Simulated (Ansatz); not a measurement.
A distorted cell of Mo (bcc, W type):

```xyz
1
Lattice="-1.6672 1.6672 1.5338 1.6672 -1.6672 1.5338 1.6672 1.6672 -1.5338" Properties=species:S:1:pos:R:3 pbc="T T T"
Mo     0.0000     0.0000     0.0000
```

Computed with PBE (plane waves to 420 eV, PAW, scalar-relativistic; Ansatz, a first-principles code). k mesh 21×21×21 (Γ-centred), Fermi-Dirac smearing 0.05 eV. The energy includes the smearing's −TS. Compression counts positive. With partly filled bands, the response to shear is sensitive to the k mesh, so small differences along c/a are uncertain. Mo is run without spin polarisation. Mo was relaxed with its symmetry unable to fall. The PAW data are Ansatz's earlier set.

### Question
Give the stress tensor in GPa and the pressure.

### Answer
```
  -23.0      0.0      0.0
    0.0    -23.0      0.0
    0.0      0.0     -2.3
```
The pressure, a third of the trace, is -16.1 GPa.

### Question
It is the relaxed cell deformed to V/V₀ = 1.080, (c/a)/(c/a)₀ = 0.920, c along z, fractional positions held. What is its energy relative to the relaxed cell?

### Answer
133 meV/atom.

(A scan under strain: stresses follow from slopes of the energy per volume, elastic moduli from its curvatures.)
